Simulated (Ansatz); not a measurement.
Crystals of one structure type (bcc (W type)), relaxed and computed with r²SCAN (plane waves, PAW; program Ansatz).

| crystal | a (Å) | spin order and moments (μB) |
|---|---|---|
| Na | 4.224 | not spin-polarised |
| K | 5.346 | not spin-polarised |
| V | 2.982 | moments vanished |
| Cr | 2.959 | antiferromagnetic; net 0.00 per atom; largest site about 2.8 |
| Mo | 3.150 | not spin-polarised |
| Ba | 5.071 | not spin-polarised |
| Ta | 3.305 | not spin-polarised |
| W | 3.168 | not spin-polarised |

Spin orders computed, not proven ground states: Cr, bcc (W type) antiferromagnetic. Began spin-polarised and lost the moments: V, bcc (W type). All cells were relaxed under the symmetry of their starts (and spin orders); stability against distortions was not tested throughout. Rows with no word on spin ran without spin polarisation. Spin–orbit coupling is left out wherever it is not named.

Potentials: the later of the program's two PAW sets.
